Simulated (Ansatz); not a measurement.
KMgI3 in the cubic perovskite structure, relaxed with r2SCAN in the plane-wave code Ansatz: it is cubic, Pm-3m (No. 221); a = 5.814 Å in the conventional setting, 39.30 Å³ an atom. K has 12 I at 4.11 Å; Mg has 6 I at 2.91 Å; I has 2 Mg at 2.91 Å and 4 K at 4.11 Å. The cell was then strained (x, y and z are the cube axes), with the atoms relaxed again; stress is positive in compression. No spin polarisation. The prototype was imposed, so other structures may be more stable.

- Uniaxial -2.0 % along x, other directions held: r2SCAN's stress changes by +0.81 GPa along the strain and +0.28 GPa across it.
- Epitaxial strain of +1.0 % in the (001) plane: the free normal strain is -0.69 % and the in-plane stress changes by -0.38 GPa.

(1) Estimate C₁₁, C₁₂ and the bulk modulus from the uniaxial step.

(2) What do the film's normal strain and stress say about the elastic constants?

(3) How much elastic energy does the film store, with 39.30 Å³ an atom?

## Answers

(1) With compression positive, C₁₁ ≈ −Δσ∥/ε = (-0.81)/(-0.0200) = 40 GPa and C₁₂ ≈ (-0.28)/(-0.0200) = 14 GPa; B = (C₁₁ + 2C₁₂)/3 = 23 GPa. A one-sided step carries third-order terms: it reads high by some per cent.

(2) ε⊥/ε∥ = (-0.0069)/(+0.0100) = -0.69, which linear elasticity sets to −2C₁₂/C₁₁ = -0.69 from the uniaxial step. The biaxial modulus is M = −Δσ/ε∥ = 38 GPa (C₁₁ + C₁₂ − 2C₁₂²/C₁₁ = 45 GPa).

(3) u = M ε∥² = −Δσ ε∥ = +0.38 × (+0.0100) = 0.0038 GPa, and 1 GPa Å³ is 6.2415 meV: 0.93 meV an atom. The total energies of the two runs differ by 0.93 meV an atom.
